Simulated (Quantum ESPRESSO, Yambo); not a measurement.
At a photon energy of 9.50 eV, RPA with local fields on PBEsol bands shifted by a G0W0 scissor of 3.15 eV (Quantum ESPRESSO and Yambo; 4×4×4 mesh, 213 bands, 3 Ry local-field block, 0.2 eV broadening) gives ε = 3.25 + 1.58i for Cs2LiYCl6 (space group Fm-3m, No. 225), field along x.

Task: Work out n, κ, the normal-incidence reflectivity, the absorption coefficient and the penetration depth.

Result: 
|ε| = 3.61; n = √((|ε| + ε1)/2) = 1.85, κ = √((|ε| − ε1)/2) = 0.43. R = ((n − 1)² + κ²)/((n + 1)² + κ²) = 0.11. α = 2Eκ/(ħc) with ħc = 197.327 eV nm: 0.0411 per nm = 4.1 × 10⁵ per cm, a 1/e depth of 24 nm. The computed direct gap is 7.98 eV, and the energy scale of the real crystal may differ from it. Excitonic effects are left out, and values at one energy depend on mesh and broadening. The scissor comes from a G0W0 run whose convergence isn't established. Convergence of the RPA response with its 4×4×4 mesh was not tested.

Geometry of the Materials Project entry, not relaxed at this level; primitive cell a = b = c = 7.515 Å, α = β = γ = 60.00°.
